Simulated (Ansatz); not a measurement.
NaF (rock salt, Fm-3m), LDA in the plane-wave PAW code Ansatz: ε∞ = 1.93, cell volume 22.83 Å³. Infrared-active transverse modes:

| ω_TO (cm⁻¹) | oscillator strength S_xx (e²/amu) |
|---|---|
| 275.1 | 0.09560 |

### Question
Compute the static dielectric constant.

### Answer
Each mode adds (4.921e7/V) S/ω²: 2.72. So ε0 = 4.65.

### Question
What LO frequency does the Lyddane–Sachs–Teller relation give?

### Answer
ω_LO = ω_TO √(ε0/ε∞) = 427 cm⁻¹.

The LDA relaxation kept the symmetry of its start; phonons on a q-mesh show no instability.

Potentials: the later of the program's two PAW sets.
